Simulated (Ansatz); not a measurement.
Born–Oppenheimer molecular dynamics of a 20-atom In$_{2}$O$_{3}$ cell at 13.60 Å³/atom, computed with Ansatz: Langevin thermostat at 1200 K, 250 steps of 2.0 fs, friction 0.03 1/fs. The run is short and the cell small, so it isn't an equilibrium average.

```yaml
crystal:
  lattice:
    - [6.549156, 0.060271, -0.026546]
    - [0.060271, 6.525321, -0.047852]
    - [-0.026546, -0.047852, 6.365751]
  atoms:
    - { symbol: In, position: [0.0880301631, 0.7837270174, 0.1450341204] }
    - { symbol: In, position: [0.6004212705, 0.6926485331, 0.181039495] }
    - { symbol: In, position: [0.3288739514, 0.8033573267, 0.68314422] }
    - { symbol: In, position: [0.2221881484, 0.3904227951, 0.6278089003] }
    - { symbol: In, position: [0.4049267873, 0.2747472356, 0.1335345047] }
    - { symbol: In, position: [0.726486004, 0.2497464911, 0.49182126] }
    - { symbol: In, position: [0.8239986524, 0.7112244061, 0.652618039] }
    - { symbol: In, position: [0.8764175111, 0.2241468587, 0.9959879404] }
    - { symbol: O, position: [0.4985587914, 0.4488702767, 0.416572405] }
    - { symbol: O, position: [0.3630449677, 0.6552299191, 0.9767007515] }
    - { symbol: O, position: [0.6894391326, 0.014445877, 0.2452771572] }
    - { symbol: O, position: [0.9166848515, 0.872118385, 0.9100940861] }
    - { symbol: O, position: [0.5801290779, 0.3106502211, 0.8727709636] }
    - { symbol: O, position: [0.1495653634, 0.115968851, 0.5654632542] }
    - { symbol: O, position: [0.8417359053, 0.4986716905, 0.1640702866] }
    - { symbol: O, position: [0.6135699118, 0.9248445918, 0.5822113506] }
    - { symbol: O, position: [0.8915334788, 0.4385042935, 0.649451798] }
    - { symbol: O, position: [0.1780370849, 0.0586267482, 0.2455785472] }
    - { symbol: O, position: [0.144761017, 0.1424647084, 0.866519657] }
    - { symbol: O, position: [0.0839171245, 0.6980008104, 0.4646331266] }
  symmetry: { detect: false }
basis:
  ecutwfc: 420
  xc_grid: 1
kpoints:
  mp_grid: { grid: [1, 1, 1], shift: [0.0, 0.0, 0.0] }
hamiltonian:
  xc: pbe
scf:
  occupations: { method: fermi_dirac, width: 0.1034 }
  lower_state_search: "off"
  convergence: { dr2_threshold: 1.0e-05 }
output:
  forces: true
  stress: true
md:
  timestep: 2.0
  n_steps: 250
  ensemble: nvt_langevin
  friction: 0.03
  temperature: 1200.0
  initial_velocities: maxwell_boltzmann
  seed: 95314
```

```bash
ansatz run input.yaml --threads 2 --pin off --max-ram 5120MiB --backend cpu --events-out ev --progress --plain --runs-dir out
```

Method: DFT PBE, scalar-relativistic, plane waves, PAW (Ansatz).

6 frames, positions in Å (not wrapped into the cell) and forces in eV/Å:

```xyz
20
Lattice="6.549 0.060 -0.027 0.060 6.525 -0.048 -0.027 -0.048 6.366" Properties=species:S:1:pos:R:3:forces:R:3 pbc="T T T" time_fs=0.0 temperature_K=1140 free_energy_over_first_frame_eV=0.000
In    0.620    5.112    0.883   -0.040   -2.630    1.170
In    3.969    4.547    1.103    0.930    2.300    0.690
In    2.184    5.229    4.302    0.030    2.790   -1.070
In    1.462    2.531    3.972    1.430    2.610    0.470
In    2.665    1.811    0.826   -0.550   -2.040   -0.910
In    4.760    1.650    3.100   -0.480   -4.520   -0.460
In    5.422    4.659    4.098   -1.330    4.970    0.330
In    5.727    1.468    6.306   -2.270   -1.030    0.290
O     3.281    2.939    2.617   -2.550    1.230   -0.590
O     2.391    4.251    6.176   -1.480    0.130    0.120
O     4.510    0.124    1.542    0.080    1.870   -1.900
O     6.032    5.703    5.727   -1.410   -0.200   -0.820
O     3.795    2.020    5.526   -0.170   -0.500   -0.500
O     0.972    0.739    3.590   -0.530   -4.250   -1.180
O     5.538    3.297    0.998    1.820   -0.200    0.450
O     4.059    6.044    3.646   -2.170   -0.540    1.490
O     5.848    2.884    4.090    2.700   -4.450    2.200
O     1.163    0.382    1.556    0.700    4.300    0.460
O     0.934    0.897    5.505    3.120    0.180   -0.130
O     0.579    4.538    2.922    2.170   -0.020   -0.120
20
Lattice="6.549 0.060 -0.027 0.060 6.525 -0.048 -0.027 -0.048 6.366" Properties=species:S:1:pos:R:3:forces:R:3 pbc="T T T" time_fs=100.0 temperature_K=1285 free_energy_over_first_frame_eV=-3.395
In    0.527    4.848    0.979   -0.590    0.110   -1.110
In    3.939    4.342    0.871   -0.550    0.200   -0.040
In    2.244    5.718    4.283   -0.020    1.650    0.090
In    1.506    2.719    4.070   -0.340   -1.030    0.210
In    2.490    1.656    0.852    0.310   -0.200   -1.790
In    4.377    1.788    3.264    1.120   -2.020   -0.710
In    5.614    4.891    3.959   -1.340    0.670    1.290
In    5.584    1.326    6.076    0.160    0.360    0.830
O     3.066    3.246    2.493   -1.370   -0.480   -0.610
O     1.947    4.317    5.885    0.530   -0.020    0.300
O     4.371    0.795    1.322   -0.860    0.880   -0.150
O     5.138    5.288    6.011    1.610    2.410   -1.440
O     3.438    2.268    5.288    0.120   -1.070   -0.040
O     0.682    0.716    3.066    1.370    1.340   -0.520
O     5.772    3.226    0.863    0.480   -0.480    0.690
O     3.992    5.901    3.179   -0.500    0.280    0.630
O     5.915    2.848    4.073    0.540    0.060    0.950
O     0.933    0.529    1.559   -0.860   -0.100   -0.210
O     0.972    0.775    5.284   -0.080   -0.090    1.390
O     0.845    4.851    3.015    0.270   -2.450    0.250
20
Lattice="6.549 0.060 -0.027 0.060 6.525 -0.048 -0.027 -0.048 6.366" Properties=species:S:1:pos:R:3:forces:R:3 pbc="T T T" time_fs=200.0 temperature_K=1065 free_energy_over_first_frame_eV=-3.340
In    0.611    4.965    0.659    1.060    0.750    1.000
In    4.009    4.436    0.903    0.300    0.130    0.250
In    2.008    5.991    4.229    0.280    1.260    0.250
In    1.281    2.822    4.084    1.260   -1.540   -0.350
In    2.264    1.793    0.674    1.570   -0.970   -2.480
In    4.430    1.611    3.159   -0.620   -0.060    0.430
In    5.599    5.002    3.943   -1.780   -0.060    0.340
In    5.480    1.468    6.086   -1.090    0.390    0.920
O     2.804    2.877    2.215    0.260    2.330    2.090
O     2.285    4.369    5.692   -0.390   -0.240    0.420
O     4.352    1.084    1.321   -0.760   -1.300   -2.690
O     5.361    5.486    6.017   -0.850    0.840   -0.880
O     3.314    1.514    5.042   -1.460   -0.090    0.240
O     0.392    1.065    2.964    1.160   -1.390    0.970
O     6.094    3.319    0.900   -0.970   -0.760   -0.060
O     3.829    5.987    3.242    0.820   -1.190   -0.450
O     5.465    2.816    4.381    1.910    1.670    0.300
O     0.899    0.652    1.628   -1.810   -1.230    2.180
O     0.776    0.580    5.893    1.470   -0.490   -2.890
O     0.860    4.498    2.934   -0.330    1.950    0.400
20
Lattice="6.549 0.060 -0.027 0.060 6.525 -0.048 -0.027 -0.048 6.366" Properties=species:S:1:pos:R:3:forces:R:3 pbc="T T T" time_fs=300.0 temperature_K=1403 free_energy_over_first_frame_eV=-4.420
In    0.498    5.112    0.870    1.590    0.420   -0.280
In    4.057    4.601    0.808   -2.540    0.010    1.320
In    2.152    5.875    4.241    1.510   -0.460    0.030
In    1.362    2.700    4.075   -0.040    0.510   -0.470
In    2.366    1.674    0.538    0.080    0.420    1.330
In    4.254    1.685    3.149    1.430    0.210    0.920
In    5.437    4.960    3.944   -0.250   -0.450    0.330
In    5.376    1.568    6.365    2.100    0.150   -2.170
O     2.721    2.909    2.381   -0.200   -0.810   -0.760
O     2.193    4.194    5.833   -0.130   -0.080    0.730
O     4.247    0.702    1.335   -0.700    0.530    0.690
O     5.046    5.669    5.854    1.990    0.570   -0.960
O     3.471    1.320    5.101   -0.420    0.510   -1.040
O     0.657    0.720    3.471    0.610   -0.170   -1.930
O     5.852    3.528    1.084   -0.580   -1.220    0.110
O     3.729    5.413    2.823    0.270    0.140    0.890
O     5.793    2.765    4.424   -1.020   -0.070    0.130
O     0.896    0.564    1.769   -0.560    0.090    0.610
O     1.035    0.502    5.689   -2.530    0.540    1.410
O     0.804    4.652    3.262   -0.630   -0.870   -0.880
20
Lattice="6.549 0.060 -0.027 0.060 6.525 -0.048 -0.027 -0.048 6.366" Properties=species:S:1:pos:R:3:forces:R:3 pbc="T T T" time_fs=400.0 temperature_K=1243 free_energy_over_first_frame_eV=-4.044
In    0.574    5.035    1.036   -0.280    0.070   -1.290
In    3.890    4.362    0.820    0.270    1.750    1.780
In    2.174    5.880    4.204    0.170    0.480    0.710
In    1.405    2.758    3.883    0.130   -0.290   -0.850
In    2.312    1.607    0.316    0.760    0.540    2.700
In    4.607    1.738    3.335   -0.410    0.180   -3.440
In    5.480    4.940    4.099    0.240   -0.650   -0.220
In    5.414    1.487    6.518    1.260   -1.030    0.840
O     2.725    2.982    2.144   -0.910   -1.460   -0.320
O     2.250    4.114    5.939   -1.440   -0.070   -1.050
O     4.018    0.598    1.402   -0.440    0.760   -0.770
O     5.380    5.493    6.013   -0.530   -0.110    1.070
O     2.988    1.399    4.537   -0.910   -0.610    1.140
O     0.173    0.920    3.277    0.270   -0.470   -0.050
O     5.509    3.305    1.480    1.060    0.020   -0.120
O     3.798    5.163    3.039   -0.240    0.530    0.410
O     5.826    2.615    4.748    0.300    1.910    0.780
O     0.364    0.791    1.839    1.220   -1.300   -0.980
O     0.910    0.213    5.966   -0.120    0.290   -0.800
O     0.795    4.717    3.111   -0.410   -0.540    0.460
20
Lattice="6.549 0.060 -0.027 0.060 6.525 -0.048 -0.027 -0.048 6.366" Properties=species:S:1:pos:R:3:forces:R:3 pbc="T T T" time_fs=500.0 temperature_K=1272 free_energy_over_first_frame_eV=-3.530
In    0.573    4.682    1.020    0.160    0.250    0.810
In    3.826    4.191    0.928   -0.270    1.530    0.930
In    2.170    5.792    4.265   -1.720    0.040    0.450
In    1.067    2.704    3.874    1.690   -0.960   -0.170
In    2.127    1.697    0.570   -3.330    0.450   -1.340
In    4.524    1.604    3.073    0.430   -0.410    0.000
In    5.317    4.825    4.289   -2.620    0.610    1.160
In    5.519    1.418    6.341   -0.390   -0.940    1.350
O     1.890    3.375    1.890    0.640   -1.050    1.080
O     2.175    3.596    5.781    0.240    0.930   -0.810
O     3.750    0.972    1.215    3.280   -1.400   -0.210
O     5.479    5.328    6.313   -1.920   -0.030   -0.290
O     2.759    1.160    4.083    0.790    2.110    0.450
O     0.354    0.819    3.059   -1.770   -0.670    1.240
O     5.414    3.078    1.749    0.160    0.110   -1.200
O     3.708    5.117    3.074    0.510   -0.240   -0.920
O     5.507    2.726    4.608    0.060   -0.540    0.780
O     0.363    0.385    1.697    1.070    0.620   -1.160
O     0.786    0.526    5.727    0.190   -0.070   -0.870
O     0.488    4.722    3.514    2.800   -0.340   -1.290
```

Over the second half the temperature averages 1156 K and the pressure (kinetic part included, positive in compression) 5.7 GPa. Mean square displacements at the end: In 0.18 Å², O 0.83 Å² (from the start of this run, the atoms' common shift taken off).

One k point is coarse for so small a cell, so forces and above all the pressure are rough.

It took 4 min on 2 threads of Arm Neoverse V2, with other jobs on the host, peak memory 0.39 GiB.